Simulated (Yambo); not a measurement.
Cs₂LiYCl₆ (space group Fm-3m, No. 225): one transition space (4×4×4 mesh, 18 valence and 11 conduction bands, Tamm-Dancoff) with different kernels in Yambo, on PBEsol orbitals; field along x. BSE alone uses the static screening with 146 bands and a 3 Ry block; its scissor and those of RPA and TDDFT come from G0W0, that of the TDHF-type run from bare exchange.

```json
[
 {"kernel": "BSE (screened electron-hole attraction)", "scissor (eV)": "3.15", "direct gap with it (eV)": "7.98", "lowest state (eV)": "?"},
 {"kernel": "RPA (no attraction)", "scissor (eV)": "3.15", "direct gap with it (eV)": "7.98", "lowest state (eV)": "7.98 (dark)"}
]
```

### Question
Complete the blanks.

### Answer

- BSE (screened electron-hole attraction), lowest state (eV): 6.46 (dark)

RPA leaves the lowest state at the direct gap: no bound exciton. These are vertical excitations (zero momentum). Spin singlets only. Strong means a line over 3 % of the spectrum's maximum, dark under 0.03 %. Absolute energies carry the error of the G0W0 scissor, whose convergence isn't established. Convergence of the binding with the mesh was not shown.

Geometry of the Materials Project entry, not relaxed at this level; primitive cell a = 7.5149 Å, b = 7.5149 Å, c = 7.5149 Å, α = 60.00°, β = 60.00°, γ = 60.00°.
